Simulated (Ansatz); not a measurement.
An element in the bcc structure gives these cold pressures by all-electron LAPW under PBEsol (Ansatz 0.2.0, scalar-relativistic, no spin polarisation).

| V (Å³/atom) | P (GPa) |
| --- | --- |
| 51.22 | 0.00 |
| 48.66 | 0.69 |
| 43.54 | 2.59 |
| 38.42 | 5.59 |
| 33.29 | 10.50 |
| 28.17 | 18.51 |
| 23.05 | 32.4 |
| 20.49 | 43.2 |

(1) Which element is it?

Answers

(1) Sr. Its zero-pressure volume in this structure is near 51.2 Å³/atom; the volume and the steepness of P(V) together point to it, though neighbours can come close. Neighbours weren't tried against these numbers.
